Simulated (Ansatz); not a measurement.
Si2W, DFT, PBEsol, all-electron LAPW, scalar-relativistic (Ansatz 0.2.0), run on 1 thread of Intel(R) Xeon(R) 6975P-C (Granite Rapids) on a shared host.

The cell comes from COD entry 1010283, which wasn't checked; take it as a given geometry. It differs from other determinations. The listed cell was then made from it by scaling, straining or moving an atom.

Command: `ansatz run input.yaml --threads 1 --pin off --max-ram 4096MiB --backend cpu --events-out ev --progress --plain --runs-dir out`

```yaml
crystal:
  lattice:
    - [-1.57388, 1.57388, 3.94]
    - [1.57388, -1.57388, 3.94]
    - [1.57388, 1.57388, -3.94]
  atoms:
    - { symbol: Si, position: [0.333, 0.333, 0.0] }
    - { symbol: Si, position: [0.667, 0.667, 0.0] }
    - { symbol: W, position: [0.0, 0.0, 0.0] }
kpoints:
  mp_grid: { grid: [18, 18, 18] }
  band_path:
    path:
      - [0.0, 0.0, 0.0]
      - [0.0, 0.0, 0.5]
      - [0.25, 0.25, 0.25]
      - [0.0, 0.5, 0.0]
      - [0.0, 0.0, 0.0]
      - [0.5, 0.5, -0.5]
      - [0.2898924582, 0.7101075418, -0.2898924582]
      - [-0.2898924582, 0.2898924582, 0.2898924582]
      - [0.0, 0.0, 0.0]
    npoints: 5
scf:
  occupations: { method: fermi_dirac, width: 0.03 }
hamiltonian:
  xc: pbesol
  pseudopotentials: { kind: all_electron, lapw: { basis_error: 0.0005 } }
output:
  forces: true
  stress: true
  eigenvalues: true
```

(1) How large is the problem that the program sets up?

(2) Estimate the wall time and the peak memory.

## Answers

(1) 480 irreducible k-points, 379 plane waves at Γ, 38 bands.

(2) 100 s of wall time for 9 SCF iterations, with a peak of 1.9 GiB. Times on shared machines scatter by tens of per cent.
